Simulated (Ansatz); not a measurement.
Polymorphs of Y, each relaxed with plane-wave PAW PBEsol (Ansatz code):

A: fcc (Cu type) (Fm-3m)
a = 4.9772 Å, b = 4.9772 Å, c = 4.9772 Å, α = 90.00°, β = 90.00°, γ = 90.00°

```csv
atom,site,symmetry,x,y,z
Y,4a,m-3m,0.0000,0.0000,0.0000
```

B: diamond (Fd-3m)
a = b = c = 6.8306 Å, α = β = γ = 90.00°

```json
[
 {"atom": "Y", "site": "8b", "symmetry": "-43m", "x": "0.5000", "y": "0.5000", "z": "0.5000"}
]
```

C: 9R (Sm type) (R-3m)
a = 3.554 Å, b = 3.554 Å, c = 25.458 Å, α = 90.00°, β = 90.00°, γ = 120.00°

```csv
atom,site,symmetry,x,y,z
Y,3a,-3m,0.0000,0.0000,0.0000
Y,6c,3m,0.0000,0.0000,0.2219
```

Task: Rank these by energy per atom at 0 K (lowest first), as PBEsol gives it.

Result: C (+0 meV/atom), A (+21 meV/atom), B (+2009 meV/atom)

Typed or built starts, not in the databases checked: B. Not the usual ambient phase: A; B; C. Began spin-polarised and lost the moments: C. Unstable at this level: B. All cells were relaxed under the symmetry of their starts (and spin orders); stability against distortions was not tested throughout. Rows with no word on spin ran without spin polarisation. Spin–orbit coupling is left out wherever it is not named.

Energies hold the estimated change up to a 700 eV cutoff; steps of a few meV lie near the error of the meshes.

Potentials: the later of the program's two PAW sets.
